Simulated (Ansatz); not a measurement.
Sr₄LiMn₂Cu₃S₄O₄, one structure, two calculations

Cell: a computed structure from the Materials Project (it need not be an observed phase), taken as it stands.

```
CELL_PARAMETERS angstrom
2.91367 -8.84659 0.00000
2.91367 8.84659 0.00000
0.00000 0.00000 5.82750
ATOMIC_POSITIONS crystal
Li 0.00000 0.00000 0.50000
Sr 0.09511 0.40887 0.75197
Sr 0.59113 0.90489 0.24803
Sr 0.40887 0.09511 0.24803
Sr 0.90489 0.59113 0.75197
Mn 0.00000 0.50000 0.25056
Mn 0.50000 0.00000 0.74944
Cu 0.50000 0.50000 0.00000
Cu 0.50000 0.50000 0.50000
Cu 0.00000 0.00000 0.00000
S 0.32692 0.17613 0.75124
S 0.82387 0.67308 0.24876
S 0.17613 0.32692 0.24876
S 0.67308 0.82387 0.75124
O 0.75121 0.24879 0.00000
O 0.24992 0.75008 0.50000
O 0.24879 0.75121 0.00000
O 0.75008 0.24992 0.50000
```

Atoms are numbered from 1 in the order listed; like atoms form one site, named after its first atom.

First run. Computed with Ansatz: DFT, PBE, plane waves and PAW, scalar-relativistic, collinear spin, 420 eV cutoff, Γ-centred 6×6×6 k-points, Fermi–Dirac smearing 0.05 eV. Start moments as typed (μB): 0 0 0 0 0 -5 5 0 0 0 0 0 0 0 0 0 0 0 by atom.

```
site  atom  V_zz (10²¹ V/m²)     η  m (μB)
  Li     1             0.059  0.01    0.00
  Sr     2              1.29  0.23    0.00
  Mn     6             14.81  0.00   -3.73
 Cu8     8              0.89  0.01    0.00
 Cu9     9              0.98  0.14    0.00
Cu10    10              0.98  0.13    0.00
   S    11             -3.87  0.18    0.02
 O15    15             -2.81  0.68    0.00
 O16    16             -2.87  0.61    0.00
```

Second run. The same atoms and settings, except that a Hubbard term is added (U = 4.9 eV on Mn d).

**Question.** Given the first result, estimate the second.

**Answer.** 

```
site  atom   V_zz     η  change of V_zz  m (μB)
  Li     1  0.059  0.02            0.00    0.00
  Sr     2   1.17  0.21           -0.12    0.00
  Mn     6  15.35  0.00           +0.54   -4.02
 Cu8     8   0.91  0.01           +0.02    0.00
 Cu9     9   1.01  0.14           +0.03    0.00
Cu10    10   1.01  0.13           +0.03    0.00
   S    11  -3.90  0.30           -0.03    0.01
 O15    15  -2.28  0.50           +0.53    0.00
 O16    16  -2.35  0.42           +0.52    0.00
```

The largest change of V_zz is on Mn, from 14.81 to 15.35. In per cent, |V_zz| changes by +4 on Mn, +1 on S, -19 to -18 on O (all sites that start above 2). Where |V_zz| stays above 0.1, η moves most on O16, from 0.61 to 0.42. The absolute magnetisation of the cell goes from 9.0 to 9.6 μB. The first run finds no gap above 0.1 eV, the second does.

Without spin–orbit coupling (the program notes it for Sr) the gradients can shift somewhat, as the gap is small. With these PAW files V_zz is typically within 2 to 3 % of all-electron values, but misses above 10 % occur on Li. The magnetic order is the one that the run reached from its start moments, not necessarily the measured one.
For the first run: The run finds no gap above 0.1 eV (a metal, or nearly one), so the gradients can move by 10 % or more with the k-mesh. Semilocal functionals can leave a metal where correlation in the d or f shell opens a gap in the real compound, and that would change the values at and beside Cu and Mn.
For the second run: With a gap of 0.9 eV on this mesh, small gradients can still move by 0.1 × 10²¹ V/m² or more as the k-mesh gets denser.
